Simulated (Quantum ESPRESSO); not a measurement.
## NbTi2O5F3 (input and log of a self-consistent run)

Computed values, not a measurement. The program is pw.x of Quantum ESPRESSO 7.5 (plane-wave density functional theory). The cell is made up: 11 atoms on a rutile lattice with one site empty, with randomly drawn elements, strain and displacements, not relaxed. PseudoDojo standard norm-conserving files (v0.5 for PBE, v0.4.1 for LDA and PBEsol) set the functional; there is no spin polarisation, spin-orbit coupling or dispersion term, and the masses in the input are unused placeholders.

Input:

```
&control calculation='scf', pseudo_dir='./dojo.nc.sr.pbe.v0_5.standard.upf', outdir='./o', disk_io='low', tprnfor=.true., tstress=.true. /
&system ibrav=0, nat=11, ntyp=4, nbnd=50, ecutwfc=84.00895049, nosym=.true., tot_charge=0,
 occupations='smearing', smearing='fd', degauss=0.0018374661
/
&electrons conv_thr=7.350e-09, electron_maxstep=60, /
ATOMIC_SPECIES
F 1.0 F.upf
Nb 1.0 Nb.upf
O 1.0 O.upf
Ti 1.0 Ti.upf
CELL_PARAMETERS angstrom
4.6675 -0.0283 0.0059
-0.0283 4.6646 -0.0009
0.0075 -0.0011 5.8274
ATOMIC_POSITIONS angstrom
Nb 2.3552 2.3431 1.4668
Ti -0.0038 0.0186 2.9304
Ti 2.3589 2.2774 4.3289
O 1.4254 1.4015 0.0112
O 3.1955 3.2268 0.0093
F 3.7979 0.9074 1.4424
O 0.9071 3.7833 1.4741
O 1.4014 1.3989 2.882
F 3.2195 3.2202 2.9274
F 3.7389 0.895 4.3953
O 0.9076 3.7402 4.355
K_POINTS automatic
5 5 4 1 1 1
```

The log is shortened where brackets say so; the opening notice, blank lines, dates and the lines on written files are dropped, and the path of the files is cut. It prints rydbergs, bohrs and kilobars, and counts compression as positive stress. With no partly filled state, the Fermi energy that it prints is only some level between the filled and the empty states on the mesh, and need not lie in the true gap.

```
     Program PWSCF v.7.5
     Parallel version (MPI & OpenMP), running on       4 processor cores
     Number of MPI processes:                 4
     Threads/MPI process:                     1
     [start-up lines left out]
     bravais-lattice index     =            0
     lattice parameter (alat)  =       8.8205  a.u.
     unit-cell volume          =     856.1571 (a.u.)^3
     number of atoms/cell      =           11
     number of atomic types    =            4
     number of electrons       =        88.00
     number of Kohn-Sham states=           50
     kinetic-energy cutoff     =      84.0090  Ry
     charge density cutoff     =     336.0358  Ry
     scf convergence threshold =      7.3E-09
     mixing beta               =       0.7000
     number of iterations used =            8  plain     mixing
     Exchange-correlation= PBE
                           (   1   4   3   4   0   0   0)
     [axes and pseudopotential details left out]
   Cartesian axes
     site n.     atom                  positions (alat units)
         1        Nb     tau(   1) = (   0.5045859   0.5019936   0.3142521  )
         2        Ti     tau(   2) = (  -0.0008141   0.0039849   0.6278187  )
         3        Ti     tau(   3) = (   0.5053786   0.4879178   0.9274380  )
         4        O      tau(   4) = (   0.3053825   0.3002621   0.0023995  )
         5        O      tau(   5) = (   0.6846146   0.6913204   0.0019925  )
         6        F      tau(   6) = (   0.8136748   0.1944044   0.3090246  )
         7        O      tau(   7) = (   0.1943401   0.8105469   0.3158161  )
         8        O      tau(   8) = (   0.3002406   0.2997050   0.6174493  )
         9        F      tau(   9) = (   0.6897565   0.6899064   0.6271760  )
        10        F      tau(  10) = (   0.8010344   0.1917478   0.9416638  )
        11        O      tau(  11) = (   0.1944473   0.8013130   0.9330298  )
     number of k points=    50  Fermi-Dirac smearing, width (Ry)=  0.0018
                       cart. coord. in units 2pi/alat
        k(    1) = (   0.1004860   0.1006930   0.1000113), wk =   0.0400000
        k(    2) = (   0.1002331   0.1007301   0.3002549), wk =   0.0400000
     [further k points left out]
     Dense  grid:    89073 G-vectors     FFT dimensions: (  54,  54,  72)
     Estimated max dynamical RAM per process >     245.79 MB
     Estimated total dynamical RAM >     917.90 MB
     Initial potential from superposition of free atoms
     starting charge      87.9945, renormalised to      88.0000
     Starting wfcs are   62 randomized atomic wfcs
     total cpu time spent up to now is        5.1 secs
     per-process dynamical memory:   197.2 Mb
     Self-consistent Calculation
     iteration #  1     ecut=    84.01 Ry     beta= 0.70
     Davidson diagonalization with overlap
     ethr =  1.00E-02,  avg # of iterations =  2.0
     total cpu time spent up to now is       13.8 secs
     total energy              =    -672.79449600 Ry
     estimated scf accuracy    <       5.70436671 Ry
     iteration #  2     ecut=    84.01 Ry     beta= 0.70
     Davidson diagonalization with overlap
     ethr =  6.48E-03,  avg # of iterations =  8.8
     total cpu time spent up to now is       30.8 secs
     total energy              =    -665.02047087 Ry
     estimated scf accuracy    <     101.69591148 Ry
     iteration #  3     ecut=    84.01 Ry     beta= 0.70
     Davidson diagonalization with overlap
     ethr =  6.48E-03,  avg # of iterations =  6.1
     total cpu time spent up to now is       46.0 secs
     total energy              =    -675.87483707 Ry
     estimated scf accuracy    <       2.48168815 Ry
     iteration #  4     ecut=    84.01 Ry     beta= 0.70
     Davidson diagonalization with overlap
     ethr =  2.82E-03,  avg # of iterations =  2.0
     total cpu time spent up to now is       54.5 secs
     total energy              =    -676.17467697 Ry
     estimated scf accuracy    <       0.85530530 Ry
     iteration #  5     ecut=    84.01 Ry     beta= 0.70
     Davidson diagonalization with overlap
     ethr =  9.72E-04,  avg # of iterations =  1.0
     total cpu time spent up to now is       62.0 secs
     total energy              =    -676.07268883 Ry
     estimated scf accuracy    <       0.59873733 Ry
     [iterations 6 to 14 left out]
     iteration # 15     ecut=    84.01 Ry     beta= 0.70
     Davidson diagonalization with overlap
     ethr =  9.78E-09,  avg # of iterations =  4.8
     total cpu time spent up to now is      165.8 secs
     total energy              =    -676.08892846 Ry
     estimated scf accuracy    <       0.00000088 Ry
     iteration # 16     ecut=    84.01 Ry     beta= 0.70
     Davidson diagonalization with overlap
     ethr =  1.00E-09,  avg # of iterations =  4.5
     total cpu time spent up to now is      177.3 secs
     total energy              =    -676.08892859 Ry
     estimated scf accuracy    <       0.00000038 Ry
     iteration # 17     ecut=    84.01 Ry     beta= 0.70
     Davidson diagonalization with overlap
     ethr =  4.28E-10,  avg # of iterations =  4.7
     total cpu time spent up to now is      188.0 secs
     total energy              =    -676.08892866 Ry
     estimated scf accuracy    <       0.00000006 Ry
     iteration # 18     ecut=    84.01 Ry     beta= 0.70
     Davidson diagonalization with overlap
     ethr =  6.45E-11,  avg # of iterations =  5.0
     total cpu time spent up to now is      198.5 secs
     total energy              =    -676.08892867 Ry
     estimated scf accuracy    <       0.00000002 Ry
     iteration # 19     ecut=    84.01 Ry     beta= 0.70
     Davidson diagonalization with overlap
     ethr =  1.94E-11,  avg # of iterations =  4.0
     total cpu time spent up to now is      208.6 secs
     End of self-consistent calculation
          k = 0.1005 0.1007 0.1000 ( 11118 PWs)   bands (ev):
   -49.8553 -49.8202 -47.9323 -26.4670 -26.2704 -26.1526 -26.0779 -26.0665
   -26.0206 -24.5282 -24.1599 -24.0440 -18.5593 -15.9158 -15.7240 -10.5600
    -8.7374  -8.5314  -8.3229  -7.9812  -1.6172  -1.1060  -0.4916   1.0194
     1.5219   1.7447   2.1746   2.4395   2.6093   2.8031   3.0745   3.9798
     4.6212   4.7174   4.8782   5.2592   5.4297   5.6621   5.9582   6.3128
     6.4394   6.5457   7.2397   7.4568   9.4070   9.4820   9.7212   9.8679
    10.0146  10.2738
     [levels at the other k points left out]
     the Fermi energy is     8.3888 ev
!    total energy              =    -676.08892867 Ry
     estimated scf accuracy    <          5.9E-09 Ry
     smearing contrib. (-TS)   =      -0.00000000 Ry
     internal energy E=F+TS    =    -676.08892867 Ry
     The total energy is F=E-TS. E is the sum of the following terms:
     one-electron contribution =    -271.58424412 Ry
     hartree contribution      =     178.72143603 Ry
     xc contribution           =    -135.71845583 Ry
     ewald contribution        =    -447.50766475 Ry
     convergence has been achieved in  19 iterations
     Forces acting on atoms (cartesian axes, Ry/au):
     atom    1 type  2   force =    -0.19911454    0.01750210   -0.40723504
     atom    2 type  4   force =     0.24161980   -0.09227638    0.03412403
     atom    3 type  4   force =    -0.17825021    0.01780941    0.33035731
     atom    4 type  3   force =     0.07206156    0.05299568   -0.00365849
     atom    5 type  3   force =    -0.01028786   -0.03567738   -0.01413468
     atom    6 type  1   force =    -0.01538413    0.00877282    0.02666937
     atom    7 type  3   force =     0.01411706   -0.03191754    0.10091998
     atom    8 type  3   force =    -0.00872681   -0.02097639    0.03491627
     atom    9 type  1   force =     0.09271256    0.08521501    0.04878497
     atom   10 type  1   force =    -0.01411768    0.01440338   -0.03193280
     atom   11 type  3   force =     0.00537026   -0.01585070   -0.11881093
     Total force =     0.687674     Total SCF correction =     0.000243
     Computing stress (Cartesian axis) and pressure
          total   stress  (Ry/bohr**3)                   (kbar)     P=       48.15
   0.00019333   0.00069523   0.00000235           28.44      102.27        0.35
   0.00069523   0.00039254   0.00002594          102.27       57.74        3.82
   0.00000235   0.00002594   0.00039599            0.35        3.82       58.25
     init_run     :      4.85s CPU      5.01s WALL (       1 calls)
     electrons    :    202.57s CPU    203.47s WALL (       1 calls)
     forces       :      1.81s CPU      1.83s WALL (       1 calls)
     stress       :      6.14s CPU      6.14s WALL (       1 calls)
     [timing details left out]
     PWSCF        :   3m35.59s CPU   3m36.75s WALL
     JOB DONE.
```

In other units: free energy -9198.658 eV for the cell, pressure 4.81 GPa, largest force component 10.470 eV/Å. A rerun of this cell at a cutoff of 1467 eV and k mesh 7 x 7 x 6 moved values by no more than 0.004 eV in energy, 0.04 GPa in stress and 0.002 eV/Å in force.